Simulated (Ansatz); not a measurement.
Perturbing SrLiSbS₃

Base: a measured structure from the Crystallography Open Database (COD) whose atoms were relaxed with r2SCAN, the cell held.

```xyz
24
Lattice="5.9300 0.0000 0.0000 0.0000 12.3260 0.0000 -0.0431 0.0000 7.9409" Properties=species:S:1:pos:R:3 pbc="T T T"
Li    1.4199    9.0064    2.8233
Li    4.4885    2.8434    1.1472
Li    4.4670    3.3196    5.1176
Li    1.3984    9.4826    6.7937
Sr    4.4698    7.0964    1.2136
Sr    1.4386    0.9334    2.7568
Sr    1.4171    5.2296    6.7273
Sr    4.4483   11.3926    5.1841
Sb    4.3546   11.1877    1.1841
Sb    1.5539    5.0247    2.7864
Sb    1.5323    1.1383    6.7568
Sb    4.3330    7.3013    5.1545
S     1.9519   10.8209    1.0738
S     3.9566    4.6579    2.8967
S     3.9350    1.5051    6.8671
S     1.9303    7.6681    5.0442
S     4.8365    9.4996    2.9138
S     1.0719    3.3366    1.0567
S     1.0504    2.8264    5.0271
S     4.8150    8.9894    6.8842
S     4.3830    0.8224    2.7363
S     1.5254    6.9854    1.2341
S     1.5039   11.5036    5.2046
S     4.3615    5.3406    6.7068
```

Atom numbers follow the list; atoms alike are taken as one site, whose name carries the number of the first.

All values are calculated (Ansatz; DFT, r2SCAN, plane waves and PAW, scalar-relativistic, 500 eV cutoff, Γ-centred 5×3×4 k-points, Fermi–Dirac smearing 0.02 eV), not measured.

Q: Variant: xy engineering shear strain of -3 %, ions at fixed fractional positions. What happens to the gradients (10²¹ V/m²)?

A: 

```csv
site,atoms,V_zz base,η base,V_zz variant,η variant
Li1,"1, 3",-0.080,0.78,-0.086,0.81
Li2,"2, 4",-0.080,0.78,-0.076,0.75
Sr5,"5, 7",-3.29,0.46,-2.76,0.51
Sr6,"6, 8",-3.29,0.46,-3.84,0.46
Sb9,"9, 11",-23.5,0.35,-23.9,0.37
Sb10,"10, 12",-23.5,0.35,-23.2,0.32
S13,"13, 15",14.00,0.05,13.96,0.05
S14,"14, 16",14.00,0.05,14.09,0.06
S17,"17, 19",13.69,0.04,13.81,0.03
S18,"18, 20",13.69,0.04,13.60,0.05
S21,"21, 23",12.17,0.04,12.21,0.07
S22,"22, 24",12.17,0.04,12.17,0.05
```

The largest change of V_zz is on Sr6, from -3.29 to -3.84. The whole tensor moves most on Sb10, by 1.58 along its most changed direction. In per cent, |V_zz| changes by -16 to +17 on Sr, -1 to +2 on Sb, -1 to +1 on S (all sites that start above 0.5). The number of symmetry-distinct sites goes from 6 to 12.

Without spin–orbit coupling (the program notes it for Sb and Sr) the gradients are little affected as a rule: paired runs on crystals with a gap mostly move them by under 2 % at such atoms. With these PAW files V_zz is typically within 2 to 3 % of all-electron values, but misses above 10 % occur on Li, Sb.
